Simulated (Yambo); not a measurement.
Au₂S (space group Pn-3m, No. 224), G0W0@LDA in Yambo; all else as in the reference (2×2×2 Γ-centred k mesh, bands 17 to 286 and a 8 Ry block in the screening, 286 bands in G with the Bruneval-Gonze terminator, plasmon pole fitted at 27.2 eV). One parameter is varied: the cutoff of the wavefunctions in Yambo, over 10, 20, 30, 50, 76 Ry.

### Question
From which value on does the gap Γ → Γ stay within 0.05 eV of the largest setting?

### Answer
From 20 Ry on.
| cutoff of the wavefunctions in Yambo (Ry) | G0W0 gap (eV) | valence shift (eV) |
|---|---|---|
| 10 | 2.38 | 0.07 |
| 20 | 2.66 | -0.35 |
| 30 | 2.69 | -0.41 |
| 50 | 2.69 | -0.42 |
| 76 | 2.69 | -0.42 |
The last step of the sweep still moves the gap by 0 meV; the other settings are held fixed.

Spin-orbit coupling is not included.

Geometry of the Materials Project entry, not relaxed at this level; primitive cell a = 5.274 Å, b = 5.274 Å, c = 5.274 Å, α = 90.00°, β = 90.00°, γ = 90.00°.

A shift is the quasiparticle energy of the state minus its LDA energy.
